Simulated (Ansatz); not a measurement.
Kick test of a cell of CrGe6Mo2

The cell was found from a structure generator's guess, not taken from experiment.

Theory: Ansatz, DFT PBE, scalar-relativistic, plane waves, PAW. Settings: cutoff 420 eV, Γ-centred mesh 10×10×10 on the computed 9-atom cell, Gaussian smearing of 0.10 eV; no spin polarisation.

The cell below (9 atoms, space group Fmmm (No. 69)) is relaxed within its symmetry.

```
Cr Ge Mo
1.0
     0.00000    4.11216    7.01120
     2.33883    0.00000    7.01120
     2.33883    4.11216    0.00000
Cr Ge Mo
1 6 2
Direct
  0.00000 0.00000 0.00000
  0.66081 0.33919 0.66081
  0.99650 0.67408 0.32592
  0.32592 0.00350 0.99650
  0.33919 0.66081 0.33919
  0.67408 0.99650 0.00350
  0.00350 0.32592 0.67408
  0.33358 0.33358 0.66642
  0.66642 0.66642 0.33358
```

For the test it was strained at random (σ = 1.5 % a component), the atoms were moved at random (σ = 0.15 Å), and all was relaxed again on a coarse 6×6×6 mesh (in the run’s order of axes) with 0.20 eV smearing, with no symmetry imposed.

Trial moments died out on the coarse mesh, so the last step has no spin; another magnetic start might hold.

Question: What happens?

Answer: It returns, within 1 meV/atom of the unmoved cell on that mesh and with the same symmetry when read at 0.1 Å. No instability shows in this cell; modes of other wave vectors, which need another repeat, aren't tested.
